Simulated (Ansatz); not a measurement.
**Field gradients of Mg3GaNi2 from run to run**

Cell of run 1: a measured structure from the Crystallography Open Database (COD).

Space group Fd-3m:1 (No. 227); a = 11.4886 Å.

| site | Wyckoff | site symmetry | x | y | z |
| --- | --- | --- | --- | --- | --- |
| Mg | 48f | 2.mm | 0.0548 | 0.2500 | 0.7500 |
| Ga | 16c | .-3m | 0.6250 | 0.6250 | 0.1250 |
| Ni | 32e | .3m | 0.8322 | 0.8322 | 0.3322 |

One atom of each set is listed; the run and its k-mesh use a cell of 24 atoms with edges of 8.12, 8.12, 8.12 Å.

Relaxed positions (PBE, cell held):

Mg (0.0548, 0.2500, 0.7500)
Ga (0.6250, 0.6250, 0.1250)
Ni (0.8320, 0.8320, 0.3320)

All runs are DFT with Ansatz 0.2.0 (plane waves and PAW, scalar-relativistic unless spin–orbit coupling is named, Γ-centred meshes, Fermi–Dirac smearing where given) in this cell. Start moments of run 1 as typed (μB): 1.5 on each Ni, none on the rest.

Run 1: PBE, parallel start moments, atoms as given; 420 eV, 5×5×5 k-points, smearing 0.05 eV.
Run 2: PBE, parallel start moments, atoms relaxed; 420 eV, 5×5×5 k-points, smearing 0.05 eV.
Run 3: r2SCAN, parallel start moments, at the relaxed atoms; 500 eV, 5×5×5 k-points, smearing 0.05 eV.

Question: What does each run give, and what moves the gradients most?

Answer: 

```tsv
run	Mg V_zz (η)	Ga V_zz (η)	Ni V_zz (η)
1	-1.42 (0.43)	-6.39 (0.00)	-2.17 (0.00)
2	-1.41 (0.43)	-6.42 (0.00)	-2.16 (0.00)
3	-1.40 (0.39)	-6.39 (0.00)	-2.42 (0.00)
```

V_zz in 10²¹ V/m². Against run 1, the gradient tensors on these sites move by at most 0.03 in run 2 (Ga), 0.25 in run 3 (Ni). Taken one at a time, the functional (r2SCAN with its higher cutoff) moves the tensors on these sites by up to 0.25 (largest principal value of the change, on Ni), the positions of the atoms (as given or relaxed) by 0.03 (Ga).

With these PAW files V_zz is typically within 2 to 3 % of all-electron values, but misses above 10 % occur on Ni. In run 3 the program didn't check the stability of the electronic state in full, so a lower one may lie near. In runs 1, 2, 3 there is no gap above 0.1 eV, so the gradients can move by 10 % or more with the k-mesh. In runs 1, 2, 3 the start moments die out. In run 3 the atoms aren't at the calculated equilibrium (largest force 0.27 eV/Å).
